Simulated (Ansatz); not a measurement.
The relaxed structure here is a generated cell of K: the first start was made by a random draw of sites in a space group, and the end was not matched to a known phase here, so it may be hypothetical. Known forms of K include space group No. 229.

One stationary structure of K. Method: PBEsol (plane waves to 420 eV, PAW, scalar-relativistic; Ansatz, an electronic-structure program).

```
CELL_PARAMETERS angstrom
      4.22988     0.00000     0.00000
      0.00000     4.22988     0.00000
      0.00000     0.00000     4.22988
ATOMIC_POSITIONS crystal
  K  0.50000 0.50000 0.50000
```

### Question
Find the space group and the Wyckoff positions (tolerance 0.01 Å).

### Answer
Space group Pm-3m (No. 221); a = b = c = 4.2299 Å, α = β = γ = 90.00°

```json
[
 {"atom": "K", "site": "1b", "symmetry": "m-3m", "x": "0.5000", "y": "0.5000", "z": "0.5000"}
]
```

This is the AFLOW prototype A_cP1_221_a (A_h).

### Question
Give the shortest distances between elements (the closest pairs, up to four, under 3.6 Å).

### Answer
.

- Volume per atom = 75.68 Å³
- Band gap = no gap (metallic)

No spin polarisation in the result.

The run could not lower the symmetry of its start; a shaken copy of this end point relaxes with PBEsol to I4/mmm (No. 139), 0.11 eV/atom lower.
